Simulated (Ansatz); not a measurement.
Pb: energy along a strain

Pb, Fd-3m, a = 6.878 Å (as given, not relaxed at this level: -0.7 GPa). This isn't the element's structure at ambient conditions. Ansatz: LDA, PAW, 420 eV, Γ-centred 12×12×12 mesh on 2 atoms, Gaussian smearing 0.15 eV; no spin polarisation. Cell vectors (Å): 0.000 3.439 3.439; 3.439 0.000 3.439; 3.439 3.439 0.000. The cell is strained by x per cent times the pattern (1 -1 0 0 0 0) in the order xx yy zz yz xz xy (engineering shears), with fractional coordinates held. y is the free energy over the start, V0 = 40.672 Å³/atom. Symmetry makes y even in x.

```
x (%) y (meV/atom)
-4.00          4.68
-2.00          1.20
 0.00          0.00
 1.00          0.30
 3.00             ?
 3.50          3.61
```

Problem. Fit y = c2 x² + c4 x⁴ to the other rows, get the stiffness along the pattern, and predict the missing energy.

Solution. Least squares on the rows shown. y = 0.3021 x² − 0.0006040 x⁴. The clamped-ion stiffness p·C·p = 2 × 3.021 eV × 160.2 / 40.672 Å³ = 24 GPa (second derivative at the start, which stands under stress). At x = 3.00 the fit asked for gives 2.67 meV/atom. The run gave 2.67 meV/atom, the same to the digits shown.

Spin–orbit coupling is left out, which can shift energies with elements as heavy as these.